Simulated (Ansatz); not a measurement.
**Na6Sn5B2, a known structure type with other elements, at an estimated volume**

```
CELL_PARAMETERS angstrom
3.54961 6.14811 0.00000
-3.54961 6.14811 0.00000
0.00000 0.00000 6.04237
ATOMIC_POSITIONS crystal
B 0.00000 0.00000 0.50000
Sn 0.00000 0.59820 0.00000
Sn 0.59820 0.40180 0.00000
Sn 0.40180 0.00000 0.00000
B 0.00000 0.00000 0.00000
Sn 0.33330 0.33340 0.50000
Sn 0.66670 0.66660 0.50000
Na 0.25510 0.74490 0.25420
Na 0.74490 0.00000 0.74580
Na 0.00000 0.25510 0.25420
Na 0.25510 0.74490 0.74580
Na 0.74490 0.00000 0.25420
Na 0.00000 0.25510 0.74580
```

The numbers come from plane-wave PAW DFT (Ansatz): r2SCAN, no spin polarisation, 500 eV, 6×6×6 Γ-centred k points, fermi-dirac occupations (width 0.0107 eV). Nothing was relaxed.

Forces: The largest is on Na8 (and as large on other atoms): 1.00 eV/Å, components (0.91, 0.00, 0.42). It makes 116° with the line to a nearest neighbour, B1 at 2.34 Å.
Charges: Bader charges in e: Na +0.74, Sn -0.50 to -0.44, B -1.04. In the mean Na gives up most and B takes most.
Stress: The pressure is 10.0 GPa (compression positive), so with the atoms held at these fractions the cell would first expand; the forces are large, so a full relaxation may end otherwise. The principal stresses 9.3, 9.3, 11.2 GPa differ, so its shape would change too.
At the Fermi level: It is a metal, with about 5.8 states/eV a cell as the mean within 0.25 eV of the Fermi level, mostly Sn p (54 %) and B p (33 %).
Formation energy: 0.82 eV an atom against the elements' usual phases (free molecules for gases, crystals otherwise, with no correction for O₂ or N₂), so at this geometry it isn't bound against them. Relaxing would lower it.
Contacts: B–Na at 2.34 Å: least valence density 0.18 e/Å³ and ELF 0.06 there. Sn–B at 2.85 Å: least valence density 0.27 e/Å³ and ELF 0.63 there. Sn–Na at 2.88 Å: least valence density 0.11 e/Å³ and ELF 0.05 there. Both are smooth PAW fields, read partly inside the augmentation spheres.

Origin: a known structure type with other elements, at an estimated volume, so it need not be a known compound. Caveats: many states at the Fermi level without spin polarisation, so a magnetic state may lie lower.
